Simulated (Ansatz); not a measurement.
Nb$_{3}$Au:
Space group Cmmm (No. 65); a = 3.4370 Å, b = 4.3518 Å, c = 9.2290 Å, α = 90.00°, β = 90.00°, γ = 90.00°

```tsv
atom	site	symmetry	x	y	z
Nb	4l	mm2	0.0000	0.5000	0.2484
Nb	2d	mmm	0.5000	0.5000	0.5000
Au	2a	mmm	0.0000	0.0000	0.0000
```
(The calculation used a cell of 4 atoms; values per cell refer to that cell.)

Relaxed at zero pressure with DFT-PBEsol in the program Ansatz with PAW potentials.

**Question.** The volume is raised by 9 % and shape and atoms relax at that volume. What pressure results, and how do the axes share the change?

**Answer.** -13.5 GPa; a 3.1 %, b 3.1 %, c 2.5 %; the energy rises by 71 meV/atom.

**Question.** Give the new structure.

**Answer.** 
Space group Cmmm (No. 65); a = 3.5452 Å, b = 4.4857 Å, c = 9.4616 Å, α = β = γ = 90.00°

| atom | site | symmetry | x | y | z |
|---|---|---|---|---|---|
| Nb | 4l | mm2 | 0.0000 | 0.5000 | 0.2491 |
| Nb | 2d | mmm | 0.5000 | 0.5000 | 0.5000 |
| Au | 2a | mmm | 0.0000 | 0.0000 | 0.0000 |

The phase is kept; no other phase was compared at this pressure.

The first step of the workflow began from a Materials Project structure, measured or hypothetical; the Crystallography Open Database copy checked does not list it. COD files the formula under space group No. 223. With Nb and Au taken as one species the cell has the higher symmetry I4/mmm, so it may be an ordered model of a mixed-site phase. Whether it is the stable phase at ambient conditions was not checked. The cell was relaxed with PBEsol under the symmetry of its start; whether a distortion lowers the energy is not shown. The run is not spin-polarised. Axis ratios of metals converge slowly with the k-mesh, so a and c are less sure than the volume. Scalar-relativistic: spin–orbit coupling is off unless named, which matters more the heavier the elements.

Potentials: the later of the program's two PAW sets.
